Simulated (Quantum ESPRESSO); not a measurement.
# Moving one atom in Ga3MgP3Se

The results below are calculated, not measured. They come from pw.x of Quantum ESPRESSO 7.5, a plane-wave density functional program, with PseudoDojo standard norm-conserving files (v0.5 for PBE, v0.4.1 for LDA and PBEsol). The cells are made up: elements, strain and atom displacements were drawn at random, and nothing was relaxed. There is no spin polarisation, spin-orbit coupling or dispersion term.

The cell has 8 sites of a zincblende or diamond lattice. Sites 1 to 4 hold Ga Ga Ga Mg; sites 5 to 8 hold P P P Se. Cell vectors in Å: (5.737, 0.011, 0.010); (0.011, 5.644, -0.021); (0.010, -0.021, 5.709). Settings: PBE, cutoff 1170 eV, 4 x 4 x 4 k mesh shifted by half a step, Fermi-Dirac smearing of 0.025 eV.

Each run shifts the Ga atom on site 2 along x and leaves all else fixed. Site 6 is one of its nearest neighbours. E is the free energy of the cell above the lowest run shown. The last column is band 41 less band 40 at Gamma, from a band step after each run.

```
run  shift (Å)  Fx on site 2 (eV/Å)  Fx on site 6 (eV/Å)  P (GPa)  E (meV)  level step at Gamma (eV)
  1    -0.1362                2.498               -0.279    -0.68    346.0                     0.479
  2    -0.1222                2.377               -0.250    -0.74    311.9                     0.492
  3    -0.0572                1.804               -0.108    -0.95    175.9                     0.543
  4    -0.0211                1.479               -0.022    -1.04    116.6                     0.567
  5     0.0732                0.618                0.222    -1.19     17.6                     0.613
  7     0.1139                0.247                0.336    -1.21      0.0                     0.625
  6     0.1019                    ?                    ?        ?        ?                         ?
```

A rerun of one of these cells at 1467 eV and k mesh 6 x 6 x 6 moved values by no more than 0.008 eV in the cell's energy, 0.02 GPa in stress and 0.003 eV/Å in force.

## Worked fit

A parabola through the six runs shown gives Fx on site 2 = 1.289 - 9.04 u - 1.1 u² eV/Å, with u in Å and a scatter of 0.003 eV/Å. Minus the slope, 9.04 ± 0.07 eV/Å², is this atom's force constant along x at u = 0, with its periodic images moving too. The fitted force does not vanish within the range. The error is the larger of the fit's own and the change that a cubic makes, rounded up.

## Withheld run

Question: what Fx on site 2 should run 6 give?

The fit gives 0.356 eV/Å. The calculation gave 0.356 eV/Å.

| run | shift (Å) | Fx on site 2 (eV/Å) | Fx on site 6 (eV/Å) | P (GPa) | E (meV) | level step at Gamma (eV) |
| --- | --- | --- | --- | --- | --- | --- |
| 6 | 0.1019 | 0.356 | 0.302 | -1.20 | 3.6 | 0.622 |